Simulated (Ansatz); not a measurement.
# HfO2: from a starting cell to a relaxed one

The start is a generated cell, HfO2 placed in the beta-tridymite structure type. Cell shape, volume and atoms are optimised at zero target pressure with r2SCAN (plane waves to 500 eV, PAW, scalar-relativistic; Ansatz, a quantum-chemistry and plane-wave program). The first steps use a coarse 4×4×2 k-mesh.

Input geometry:
```
HfO2
1.0
    5.92934     0.00000     0.00000
   -2.96467     5.13496     0.00000
    0.00000     0.00000     9.70618
Hf O
4 8
Direct
  0.33333   0.66667   0.06200
  0.66667   0.33333   0.56200
  0.66667   0.33333   0.93800
  0.33333   0.66667   0.43800
  0.33333   0.66667   0.25000
  0.66667   0.33333   0.75000
  0.50000   0.00000   0.00000
  0.50000   0.50000   0.50000
  0.00000   0.50000   0.00000
  0.50000   0.00000   0.50000
  0.50000   0.50000   0.00000
  0.00000   0.50000   0.50000
```

**Question.** How large is the pressure on the unrelaxed cell, and of which sign?

**Answer.** +25.7 GPa (positive: the cell is compressed).

**Question.** What is the largest force in the starting geometry, and on which atom (counted from 1)?

**Answer.** 0.48 eV/Å, on Hf1, Hf2, Hf3, Hf4 (atoms numbered as listed).

**Question.** How much energy is released per atom?

**Answer.** 0.37 eV/atom.

**Question.** How does the volume change?

**Answer.** +21.9 %, from 24.63 to 30.02 Å³/atom.

**Question.** How do the shortest distances between atoms change?

**Answer.** The closest pairs of elements (up to four, under 3.6 Å), start → end: Hf–O 1.81 → 1.94 Å; O–O 2.96 → 3.17 Å.

**Question.** What does it relax into? Give the structure.

**Answer.** 
```cif
data_Hf4O8
_chemical_formula_sum 'Hf4 O8'
_space_group_name_H-M_alt 'P63/mmc'
_space_group_IT_number 194
_space_group_name_Hall '-P 6c 2c'
_cell_length_a 6.34162
_cell_length_b 6.34162
_cell_length_c 10.34269
_cell_angle_alpha 90.000
_cell_angle_beta 90.000
_cell_angle_gamma 120.000
loop_
_atom_site_label
_atom_site_type_symbol
_atom_site_symmetry_multiplicity
_atom_site_Wyckoff_symbol
_atom_site_fract_x
_atom_site_fract_y
_atom_site_fract_z
_atom_site_occupancy
Hf1 Hf 4 f 0.33333 0.66667 0.06234 1
O1 O 2 c 0.33333 0.66667 0.25000 1
O2 O 6 g 0.50000 0.50000 0.50000 1
```

The space group stays P6₃/mmc (No. 194) (the run could not lower it); the end is AFLOW prototype A2B_hP12_194_cg_f (C10, as in SiO2), with 12 atoms in the primitive cell. Final values are on a 5×5×3 k-mesh of the relaxed cell. No spin polarisation in the result.

The run could not lose the symmetry of its start: the end is stationary, and may be a saddle point rather than a minimum.

The relaxed structure here is a generated cell of HfO2: the first start was made by placing the elements on the sites of a structure type, and the end was not matched to a known phase here, so it may be hypothetical. Known forms of HfO2 include space group No. 14, 29, 137, 225.
